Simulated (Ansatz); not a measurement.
Starting cell, Sc (hcp, Mg type):

```
CELL_PARAMETERS angstrom
      6.63885     0.00000     0.00000
     -1.65971     2.87471     0.00000
      0.00000     0.00000     5.16637
ATOMIC_POSITIONS crystal
  Sc 0.16667 0.66667 0.75000
  Sc 0.66667 0.66667 0.75000
  Sc 0.33333 0.33333 0.25000
  Sc 0.83333 0.33333 0.25000
```

The atoms are displaced by Q × the pattern below (from a DFPT mode at M = (0.5, 0.0, 0.0), largest move 1; Q in Å), at fixed cell. (q is in reciprocal vectors of the primitive cell; the cell shown is doubled to hold the pattern.)

| atom | x | y | z |
|---|---|---|---|
| Sc1 | 0.000 | 0.000 | 1.000 |
| Sc2 | 0.000 | 0.000 | -1.000 |
| Sc3 | 0.000 | 0.000 | 1.000 |
| Sc4 | 0.000 | 0.000 | -1.000 |

Computed with PBE (plane waves to 420 eV, PAW, scalar-relativistic; Ansatz, a program for electronic structure). k mesh 8×16×9 (Γ-centred), Fermi-Dirac smearing 0.05 eV. E stands for the smeared free energy. With partly filled bands, energies and forces of such displacements shift with the k mesh and the smearing. Sc is run without spin polarisation. Sc was relaxed with its symmetry unable to fall. ΔE is measured from the undisplaced structure.

Q: What ΔE (eV/cell) does the calculation give at Q (Å) = -0.280, -0.187, -0.093, -0.047, 0.140?

A: 
```tsv
Q (Å)	ΔE (eV/cell)
-0.280	0.477
-0.187	0.213
-0.093	0.053
-0.047	0.013
0.140	0.119
```

(A displaced cell: forces are minus the slopes of the energy, force constants its curvatures, and phonons follow from these.)
